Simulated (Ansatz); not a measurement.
Rb2TiCl6:
Space group Fm-3m (No. 225); a = 10.007 Å, b = 10.007 Å, c = 10.007 Å, α = 90.00°, β = 90.00°, γ = 90.00°

```
atom  site  symmetry       x       y       z
----  ----  --------  ------  ------  ------
Rb      8c      -43m  0.2500  0.2500  0.2500
Ti      4a      m-3m  0.0000  0.0000  0.0000
Cl     24e      4m.m  0.0000  0.0000  0.2349
```
(The calculation used a cell of 9 atoms; values per cell refer to that cell.)

Relaxed with r²SCAN.

Question: Tabulate the valence density and the electron localisation function along the shortest Rb–Cl contact (3.54 Å), r²SCAN in the plane-wave PAW code Ansatz.

Answer: 

```tsv
distance from Rb (Å)	density (e/Å³)	ELF
0.35	1.92	0.41
0.53	2.11	0.77
0.71	1.63	0.87
0.89	0.95	0.88
1.06	0.46	0.82
1.24	0.20	0.60
1.42	0.09	0.17
1.59	0.05	0.03
1.77	0.05	0.02
1.95	0.07	0.13
2.12	0.12	0.52
2.30	0.22	0.76
2.48	0.43	0.84
2.66	0.82	0.88
2.83	1.41	0.88
3.01	1.82	0.82
3.19	1.36	0.64
```

The density is the valence pseudo-density with augmentation charge, so density and ELF within about 1 Å of a nucleus are not all-electron values.

The first step of the workflow began from a Materials Project structure, measured or hypothetical; the Crystallography Open Database files this formula in space group No. 225, but the cells were not matched. Whether it is the stable phase at ambient conditions was not checked. The cell was relaxed with r²SCAN under the symmetry of its start; its stability against distortions is not shown here. No spin polarisation was allowed.

Potentials: the later of the program's two PAW sets.
